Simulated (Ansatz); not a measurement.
**Elastic constants of CuPt (R-3m), step by step**

```xyz
2
Lattice="1.3507 0.7799 4.2421 -1.3507 0.7799 4.2421 0.0000 -1.5597 4.2421" Properties=species:S:1:pos:R:3 pbc="T T T"
Cu    0.0000    0.0000    0.0000
Pt    0.0000    0.0000    6.3632
```

Unless marked otherwise, the numbers come from PBEsol, PAW on Ansatz 0.2.0's default frozen-core files (fitted under PBE), scalar-relativistic. k mesh 18×18×18, Fermi-Dirac smearing of 0.080 eV, cutoff 420 eV. The cell was relaxed by PAW under this functional. The structure is one entry of a database and needn't be the stable phase.

The cell is trigonal and carries a residual pressure of 0.01 GPa at this level. Each strain component that symmetry leaves independent is applied at ±0.005 and ±0.01, the ions relax wherever a strain frees them, and the stress (tension positive, GPa) is read. Shears are engineering strains, γ = 2ε.

| strain | size | σxx | σyy | σzz | σyz | σxz | σxy |
| --- | --- | --- | --- | --- | --- | --- | --- |
| xx | -0.01 | -4.1094 | -1.6786 | -1.5739 | 0.2637 | 0.0000 | 0.0000 |
| xx | -0.005 | -2.0028 | -0.8351 | -0.7822 | 0.1302 | 0.0000 | 0.0000 |
| xx | +0.005 | 1.8695 | 0.7924 | 0.7468 | -0.1270 | 0.0000 | 0.0000 |
| xx | +0.01 | 3.6454 | 1.5772 | 1.4847 | -0.2509 | 0.0000 | 0.0000 |
| zz | -0.01 | -1.6035 | -1.6035 | -3.6603 | 0.0000 | 0.0000 | 0.0000 |
| zz | -0.005 | -0.7914 | -0.7914 | -1.7973 | 0.0000 | 0.0000 | 0.0000 |
| zz | +0.005 | 0.7378 | 0.7378 | 1.7085 | 0.0000 | 0.0000 | 0.0000 |
| zz | +0.01 | 1.4576 | 1.4576 | 3.3558 | 0.0000 | 0.0000 | 0.0000 |
| yz | -0.01 | 0.2424 | -0.2763 | -0.0448 | -0.6454 | 0.0000 | 0.0000 |
| yz | -0.005 | 0.1162 | -0.1420 | -0.0176 | -0.3182 | 0.0000 | 0.0000 |
| yz | +0.005 | -0.1410 | 0.1152 | -0.0175 | 0.3096 | 0.0000 | 0.0000 |
| yz | +0.01 | -0.2721 | 0.2384 | -0.0440 | 0.6109 | 0.0000 | 0.0000 |

The slope is [8(σ(+δ) − σ(−δ)) − (σ(+2δ) − σ(−2δ))]/(12δ), and the program imposes the crystal's symmetry on the matrix.

Q: What are the independent elastic constants?

A: C11 = 387.1, C12 = 162.7, C13 = 152.9, C14 = -25.7, C33 = 350.5, C44 = 62.8 GPa.

Q: Is the crystal stable against homogeneous strain?

A: The least eigenvalue of the 6×6 matrix is 51.8 GPa, so yes.

Q: What moduli does a random aggregate of grains have?

A: Voigt and Reuss bounds: B from 228.3 to 229.1 and G from 77.8 to 91.3 GPa; their means are B = 228.7 and G = 84.5 GPa. Then E = 9BG/(3B + G) = 225.8 GPa, ν = (3B − 2G)/(6B + 2G) = 0.335 and B/G = 2.71, on the ductile side of Pugh's 1.75 (a rule of thumb).

Q: With the density of 16.018 g/cm³, how fast does sound travel, and what Debye temperature follows?

A: 

```csv
direction,slow (m/s),middle (m/s),fast (m/s)
x,1798,2772,4916
y,1947,2646,4929
z,1980,1980,4678
```

The mean of v⁻³ over directions and branches gives v_m = 2547 m/s and θ_D = (ħ/k_B) v_m (6π²n)^(1/3) = 319 K, n being atoms per volume. Young's modulus spans 147 to 311 GPa over directions, and the universal anisotropy index is 0.87.

Known limits: frozen-core PAW files fitted under PBE, their cores solved anew for the functional of the run; responses of metals move with mesh and smearing; no spin-orbit coupling on heavy atoms.
